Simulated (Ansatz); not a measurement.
Input file for Ansatz (an electronic-structure program):

Ansatz 0.2 input:
```yaml
crystal:
  lattice:
    - [0.0, 2.227903052, -4.0619179754]
    - [0.0, 2.227903052, 4.0619179754]
    - [4.2435378077, 0.0, 0.0]
  atoms:
    - { symbol: Cs, position: [0.0186961306, 0.9813038694, 0.0] }
    - { symbol: H, position: [0.4387726369, 0.5612273631, 0.5] }
    - { symbol: H, position: [0.5501466904, 0.0745271617, 0.5] }
    - { symbol: H, position: [0.9254728383, 0.4498533096, 0.5] }
    - { symbol: O, position: [0.3194991074, 0.6805008926, 0.5] }
    - { symbol: O, position: [0.6661625963, 0.3338374037, 0.5] }
kpoints:
  mp_grid: { grid: [6, 6, 6] }
hamiltonian:
  xc: r2scan
  pseudopotentials: { kind: paw }
scf:
  occupations: { method: fixed }
output:
  optics: { e_range: [0.0, 15.0], de: 0.05, sigma: 0.1, bands: { spectra_wanted_up_to: 12 eV } }
```

Output (shortened):

```
output.optics: the spectra are integrated over the Brillouin zone by k·p interpolation around the k-points, where levels, occupations, output.optics.sigma and …
Pseudopotential: Cs, paw, valence charge 9
Pseudopotential: H, paw, valence charge 1
Pseudopotential: O, paw, valence charge 6
Functional definition: r2SCAN
Crystal: 6 atoms, lattice volume = 76.804 Å³
Basis set: ecut = 500 eV, 1969 PW (Γ), exchange–correlation on 144×144×128 points (64 copies of the dense FFT grid, shifted against one another)
Bands: 18, of which v1, the nominal top of the filled ones, is band 12 counted from 1 (11 counted from 0)
Symmetry: 4 space group operations
Space group: Amm2 (ITA 38), of the structure as read, at distance tolerance 4.3e-5 Å
k-points: 52 of 216 (time reversal used)
SCF iter   1: F=—  HF=-6873.514677 eV  |F-HF|=—  |Δ(HF+E_count)|=         —  Δρ=6.23e-3  dr2=2.56e-2  dr2_τ=2.30e-1  ethr=1.77e-3  ⟨swp⟩=4.9  Hψ=4641  notcnv=0  defer=199
preconditioner: auto → Resta (q_TF=auto, 2.247 Å⁻¹)
SCF iter   2: F=—  HF=-6873.494671 eV  |F-HF|=—  |Δ(HF+E_count)|=   2.00e-2  Δρ=3.30e-3  dr2=3.71e-3  dr2_τ=8.12e-4  ethr=1.07e-4  ⟨swp⟩=2.8  Hψ=2105  notcnv=0  defer=199
SCF iter   3: F=—  HF=-6873.493974 eV  |F-HF|=—  |Δ(HF+E_count)|=   6.97e-4  Δρ=1.07e-3  dr2=6.68e-4  dr2_τ=9.04e-5  ethr=1.55e-5  ⟨swp⟩=2.8  Hψ=1546  notcnv=0  defer=208
SCF iter   4: F=—  HF=-6873.493960 eV  |F-HF|=—  |Δ(HF+E_count)|=   1.38e-5  Δρ=2.35e-4  dr2=3.02e-5  dr2_τ=4.83e-6  ethr=2.78e-6  ⟨swp⟩=2.6  Hψ=1595  notcnv=0  defer=208
SCF iter   5: F=—  HF=-6873.493965 eV  |F-HF|=—  |Δ(HF+E_count)|=   4.97e-6  Δρ=1.43e-4  dr2=1.27e-5  dr2_τ=1.98e-6  ethr=1.26e-7  ⟨swp⟩=2.4  Hψ=1625  notcnv=0  defer=164
SCF iter   6: F=—  HF=-6873.493964 eV  |F-HF|=—  |Δ(HF+E_count)|=   9.14e-7  Δρ=2.14e-5  dr2=5.05e-7  dr2_τ=4.69e-8  ethr=5.31e-8  ⟨swp⟩=2.2  Hψ=1359  notcnv=0  defer=83
SCF iter   7: F=—  HF=-6873.493964 eV  |F-HF|=—  |Δ(HF+E_count)|=   3.86e-7  Δρ=8.07e-6  dr2=4.96e-8  dr2_τ=3.89e-9  ethr=2.10e-9  ⟨swp⟩=2.1  Hψ=1451  notcnv=0  defer=75
SCF iter   8: F=—  HF=-6873.493964 eV  |F-HF|=—  |Δ(HF+E_count)|=   2.27e-8  Δρ=1.48e-6  dr2=2.34e-9  dr2_τ=1.69e-10  ethr=2.07e-10  ⟨swp⟩=2.6  Hψ=1408  notcnv=0  defer=75
SCF iter  10: F=-6873.493964 eV  HF=-6873.493964 eV  |F-HF|=4.55e-12  |Δ(HF+E_count)|=  4.55e-12  Δρ=9.62e-8  dr2=5.05e-12  dr2_τ=3.89e-13  ethr=1.00e-12  ⟨swp⟩=8.8  Hψ=5279  notcnv=0
SCF 1 converged in 10 iterations: F = -6873.493964 eV  dr2 = 5.05e-12
NSCF: frozen V_eff on 52 k-points
Optics k sum: 0 of 52 k-points
Optics k sum: 3 of 52 k-points
Optics k sum: 6 of 52 k-points
Optics k sum: 8 of 52 k-points
Optics k sum: 11 of 52 k-points
Optics k sum: 13 of 52 k-points
Optics k sum: 16 of 52 k-points
Optics k sum: 19 of 52 k-points
Optics k sum: 21 of 52 k-points
Optics k sum: 24 of 52 k-points
Optics k sum: 26 of 52 k-points
Optics k sum: 29 of 52 k-points
Optics k sum: 32 of 52 k-points
Optics k sum: 34 of 52 k-points
Optics k sum: 37 of 52 k-points
Optics k sum: 39 of 52 k-points
Optics k sum: 42 of 52 k-points
Optics k sum: 45 of 52 k-points
Optics k sum: 47 of 52 k-points
Optics k sum: 50 of 52 k-points
Optics k sum: 52 of 52 k-points
Optics k sum: 0 of 52 k-points
Optics k sum: 3 of 52 k-points
Optics k sum: 6 of 52 k-points
Optics k sum: 8 of 52 k-points
Optics k sum: 11 of 52 k-points
Optics k sum: 13 of 52 k-points
Optics k sum: 16 of 52 k-points
Optics k sum: 19 of 52 k-points
Optics k sum: 21 of 52 k-points
Optics k sum: 24 of 52 k-points
Optics k sum: 26 of 52 k-points
Optics k sum: 29 of 52 k-points
Optics k sum: 32 of 52 k-points
Optics k sum: 34 of 52 k-points
Optics k sum: 37 of 52 k-points
Optics k sum: 39 of 52 k-points
Optics k sum: 42 of 52 k-points
Optics k sum: 45 of 52 k-points
Optics k sum: 47 of 52 k-points
Optics k sum: 50 of 52 k-points
Optics k sum: 52 of 52 k-points
NSCF: frozen V_eff on 1 k-points
NSCF: frozen V_eff on 1 k-points
output.optics: what the bands over the 31 summed would add to eps1, eps2 and the energy-loss function is held between a lower and an upper bound (11 Lanczos …
SCF converged after 10 iterations
Free energy (F): -6873.493964 eV
Harris-Foulkes:  -6873.493964 eV  (|F-HF|=4.55e-12)
Internal energy: -6873.493964 eV  (E = F + TS)
E sigma→0 (E₀):  -6873.493964 eV
Fermi energy:    2.836003 eV
--- Per-component energies (eV) ---
  E_band       = -123.732765
  E_kinetic    = 538.887449
  E_local      = -1201.345083  (includes V_loc(G=0)·N_el)
  E_nonlocal   = 129.379312
  E_hartree    = 436.488765
  E_xc         = -337.489626
  E_vxc        = -390.661486  (∫ρ·V_xc dr)
  E_paw        = -5415.580829  (= ΣΔE_a)
  E_vpaw       = -96.658358  (= ΣTr[D̂ρ^β])
  E_aug_tail   = 0.000781  (compensation charges beyond the density's cutoff)
  E_vtau       = 23.687141  (kinetic-family band-sum trace: ∫τ·v_τ [+ j·A + Jᵃ·Aᵃ] dr)
  E_ewald      = -1023.820731
  E_core_change = -0.014003  (= ΣΔE_core)
  E_smearing   =  0.000000  (= −TS)
  E_closure    =  0.000000  (closes the sum)
  Σ components = -6873.493964   (vs F -6873.493964, Δ=0.00e0)
  [band-id]    e_kinetic+e_local+e_nonlocal+2·e_hartree+e_vxc+e_vpaw+e_augmentation_tail+e_vtau = -123.732714   (vs E_band -123.732765, Δ=5.11e-5)
--- Band table (eV; the first three rows and the last of 52) ---
  k-point 0: bands = ["-17.8268", "-16.8155", "-14.6702", "-4.5662", "-3.9549", "-3.9509", "-3.7066", "-2.6681", "0.6642", "1.4279", "2.3838", "2.8360", "7.8283", "8.2333", "10.7929", "11.3367", "12.8181", "13.0006"]
  k-point 1: bands = ["-17.7747", "-16.8608", "-14.6718", "-4.5330", "-4.0606", "-3.9098", "-3.7139", "-2.6665", "0.6167", "1.2440", "2.3496", "2.7544", "8.2779", "8.8334", "10.6131", "11.1189", "12.2844", "12.3847"]
  k-point 2: bands = ["-17.6486", "-16.9735", "-14.6750", "-4.4619", "-4.2588", "-3.8235", "-3.7328", "-2.6663", "0.5183", "0.9144", "2.2802", "2.6145", "9.1843", "10.2712", "10.2981", "10.7396", "11.6502", "11.6973"]
  k-point 51: bands = ["-17.5251", "-16.8519", "-14.9729", "-4.7152", "-4.5273", "-4.3689", "-3.8399", "-1.3125", "-0.3541", "1.3462", "2.3692", "2.5666", "9.9162", "9.9653", "11.4654", "13.2127", "13.4017", "13.9381"]
```

Cost: around 2.9 core-minutes (rough) on shared cores.

The workflow started from a Materials Project entry (that database holds measured and hypothetical structures alike); the Crystallography Open Database copy checked does not list it. COD files the formula under space group No. 141. Whether it is the stable phase at ambient conditions was not checked. Symmetry was held in the r²SCAN relaxation; its stability against distortions is not shown here. Spin–orbit coupling is left out wherever it is not named.

Potentials: the later of the program's two PAW sets.

Ansatz is a plane-wave DFT program.
